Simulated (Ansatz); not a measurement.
AlCu3:
```xyz
4
Lattice="3.6325 0.0000 0.0000 0.0000 3.6325 0.0000 0.0000 0.0000 3.6325" Properties=species:S:1:pos:R:3 pbc="T T T"
Al     0.0000     0.0000     0.0000
Cu     1.8163     1.8163     0.0000
Cu     0.0000     1.8163     1.8163
Cu     1.8163     0.0000     1.8163
```

Relaxed with PBEsol. Special points in fractions of this cell's reciprocal vectors: Γ (0.000, 0.000, 0.000); X (0.000, 0.500, 0.000); M (0.500, 0.500, 0.000); R (0.500, 0.500, 0.500).

Task: List the band energies nearest the Fermi level at these points for PBEsol in the plane-wave PAW code Ansatz.

Result: In eV from the Fermi level; about four levels below and three above (degenerate sets whole), none deeper than 8.9 eV; points with the same levels are listed once.

| k | below | above |
|---|---|---|
| Γ | -1.99 -1.99 -1.99 -0.30 -0.30 -0.30 | 4.43 4.43 5.16 |
| X | -2.91 -2.82 -2.42 -1.99 | 3.84 3.84 3.91 3.91 |
| M | -2.70 -2.30 -1.14 -1.14 | 6.43 6.45 6.45 |
| R | -2.16 -2.16 -2.16 -1.49 | 1.41 1.80 1.80 1.80 |

Space group Pm-3m (Cu3Au type). The workflow started from a Materials Project entry (that database holds measured and hypothetical structures alike); the Crystallography Open Database copy checked does not list it. With Al and Cu taken as one species the cell has the higher symmetry Fm-3m, so it may be an ordered model of a mixed-site phase. Whether it is the stable phase at ambient conditions was not checked. The PBEsol relaxation kept the symmetry of its start; of distortions, only those at the zone centre were tested. The run is not spin-polarised.

Potentials: the later of the program's two PAW sets.
